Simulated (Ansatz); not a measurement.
## ZrC: reading a single point

```xyz
2
Lattice="0.0000 2.3631 2.3631 2.3631 0.0000 2.3631 2.3631 2.3631 0.0000" Properties=species:S:1:pos:R:3 pbc="T T T"
Zr    0.0000    0.0000    0.0000
C     2.3631    2.3631    2.3631
```

Method: PBE, no spin polarisation; PAW, plane waves to 420 eV, 12×12×12 Γ-centred mesh, fermi-dirac occupations (width 0.0324 eV) (Ansatz 0.2.0), atoms fixed.

Question: Give the Bader charges.

Answer: Bader charges in e: Zr +1.90, C -1.90. In the mean Zr gives up most and C takes most.

Question: What do density and ELF say about some of the short contacts?

Answer: Zr–C at 2.36 Å: least valence density 0.43 e/Å³ and ELF 0.29 there. Both are smooth PAW fields, read partly inside the augmentation spheres.

Question: Is the cell too large or too small?

Answer: The pressure is -2.4 GPa (compression positive), so with the atoms held at these fractions the cell would first shrink.

Question: Metal or insulator?

Answer: It is a metal, with about 0.24 states/eV a cell as the mean within 0.25 eV of the Fermi level, mostly C p (64 %) and Zr d (33 %).

Origin: a database entry at a rescaled volume.
